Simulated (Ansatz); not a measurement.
An Ansatz (an electronic-structure program) input:

Ansatz 0.2 input:
```yaml
crystal:
  lattice:
    - [0.0, 2.4189992986, 2.4189992986]
    - [2.4189992986, 0.0, 2.4189992986]
    - [2.4189992986, 2.4189992986, 0.0]
  atoms:
    - { symbol: Be, position: [0.5, 0.5, 0.5] }
    - { symbol: S, position: [0.25, 0.25, 0.25] }
kpoints:
  mp_grid: { grid: [7, 7, 7] }
hamiltonian:
  xc: hse06
  pseudopotentials: { kind: paw }
scf:
  n_extra_bands: 6
  occupations: { method: fixed }
output:
  eigenvalues: true
  eigenstates:
    e_range: [-9.0, 12.4]
    kpoints:
      - [0.0, 0.0, 0.0]  # VBM
      - [0.0, 0.5, 0.5]  # CBM
      - [0.0, 0.0, 0.0]  # GAMMA
      - [0.5, 0.0, 0.5]  # X
      - [0.5, 0.5, 0.5]  # L
      - [0.5, 0.25, 0.75]  # W
      - [0.375, 0.375, 0.75]  # K
      - [0.625, 0.25, 0.625]  # U
```

### Question
How many symmetry operations and irreducible k-points will the run report?

### Answer
24 operations, 20 of 343 k-points.

### Question
With a cutoff of 420 eV, how many plane waves at Γ?

### Answer
537.

It took about 40 core-seconds (a rough figure) on shared server cores.

The points marked VBM and CBM come from a semilocal run.

Space group F-43m (zinc blende). Symmetry was held in the PBEsol relaxation. The volume moved by 26 % from the start of the relaxation.

Potentials: the later of the program's two PAW sets.

Ansatz is a plane-wave DFT program.
